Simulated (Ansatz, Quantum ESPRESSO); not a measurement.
This is a calculation of HfIn4SiO6 for Quantum ESPRESSO 7.5. Atoms were shifted at random by some hundredths of an Å from the given cell, which wasn't relaxed again for these runs. The cell comes from a database or a generator and needn't be the stable form of this composition.

The input pw.in:

```
&CONTROL
  calculation = 'scf'
  prefix = 'pwscf'
  outdir = './tmp'
  pseudo_dir = './pseudo'
  tprnfor = .true.
  tstress = .true.
  disk_io = 'nowf'
/
&SYSTEM
  ibrav = 0
  nat = 12
  ntyp = 4
  ecutwfc = 60
  ecutrho = 440
  nbnd = 67
  occupations = 'smearing'
  smearing = 'fd'
  degauss = 0.00367493
/
&ELECTRONS
  conv_thr = 2.4d-09
  electron_maxstep = 120
  mixing_beta = 0.5
/
ATOMIC_SPECIES
Hf   178.4900 Hf-sp.oncvpsp.upf
In   114.8180 In.pbe-dn-rrkjus_psl.0.2.2.UPF
Si    28.0850 Si.pbe-n-rrkjus_psl.1.0.0.UPF
O     15.9990 O.pbe-n-kjpaw_psl.0.1.UPF
CELL_PARAMETERS angstrom
   5.6986700000    0.0038100000    0.0155900000
  -0.7050600000    6.1081500000   -0.0057500000
  -2.7371800000   -1.3955700000    6.6307600000
ATOMIC_POSITIONS crystal
Hf     0.1228700000    0.0091340000    0.1416930000
In     0.3862420000    1.0135960000    0.7281000000
In     0.7539770000    0.0083710000    0.4912970000
In     0.2359260000    0.4903000000    0.5356450000
In     0.5913700000    0.4833710000    0.2026400000
Si     0.8616100000    0.4417560000    0.8578480000
O      0.5461030000    0.3874410000    0.7841520000
O      0.9328430000    0.3930170000    0.6566260000
O      0.9860810000    0.2636680000   -0.0038450000
O      0.9906170000    0.6905830000    0.9807250000
O      0.0840500000    0.0701270000    0.4008010000
O      0.4864460000    0.1112280000    0.2193150000
K_POINTS automatic
5 5 4 0 0 0
```

Potentials or basis: SSSP 1.3 efficiency PBE.

The run is started by

```bash
$ OMP_NUM_THREADS=1 mpirun -n 4 pw.x -nk 2 -in pw.in > pw.out
```

Question: Translate it to Ansatz 0.2.0. Potentials or basis there: Ansatz PAW, cutoff 420 eV.

Answer: As run (cutoffs and basis follow the program's own potentials, and thresholds, step limits or extra output files can differ):

Contents of input.yaml:

```yaml
crystal:
  lattice:
    - [5.69867, 0.00381, 0.01559]
    - [-0.70506, 6.10815, -0.00575]
    - [-2.73718, -1.39557, 6.63076]
  atoms:
    - { symbol: Hf, position: [0.12287, 0.009134, 0.141693] }
    - { symbol: In, position: [0.386242, 1.013596, 0.7281] }
    - { symbol: In, position: [0.753977, 0.008371, 0.491297] }
    - { symbol: In, position: [0.235926, 0.4903, 0.535645] }
    - { symbol: In, position: [0.59137, 0.483371, 0.20264] }
    - { symbol: Si, position: [0.86161, 0.441756, 0.857848] }
    - { symbol: O, position: [0.546103, 0.387441, 0.784152] }
    - { symbol: O, position: [0.932843, 0.393017, 0.656626] }
    - { symbol: O, position: [0.986081, 0.263668, -0.003845] }
    - { symbol: O, position: [0.990617, 0.690583, 0.980725] }
    - { symbol: O, position: [0.08405, 0.070127, 0.400801] }
    - { symbol: O, position: [0.486446, 0.111228, 0.219315] }
hamiltonian:
  xc: pbe
  pseudopotentials: { kind: paw }
kpoints:
  mp_grid: { grid: [5, 5, 4] }
scf:
  occupations: { method: fermi_dirac, width: 0.05 }
output:
  forces: true
  stress: true
  eigenvalues: true
  write_density: true
  write_potential: true
  elf: true
  volumetric_format: npy
```

Potentials or basis: Ansatz PAW.

The run is started by

```sh
$ ansatz run input.yaml --threads 8 --pin off --max-ram 20480MiB --backend cpu --events-out ev --progress --plain --runs-dir out
```

Both were run:

|  | Quantum ESPRESSO | Ansatz |
| --- | --- | --- |
| Pressure | 0.0 GPa | 0.3 GPa |
| Largest force | 2.610 eV/Å | 2.432 eV/Å |
| Energy over the undisturbed cell | 23.8 meV/atom | 22.2 meV/atom |

Ansatz's pressure holds a Pulay term of +0.34 GPa for its cutoff of 420 eV, which the other run lacks.

The potentials hold 104 and 118 valence electrons a cell.

Where Ansatz's input types no cutoff or centring, it takes its own default and a Γ-centred mesh.

Pressure is positive in compression.
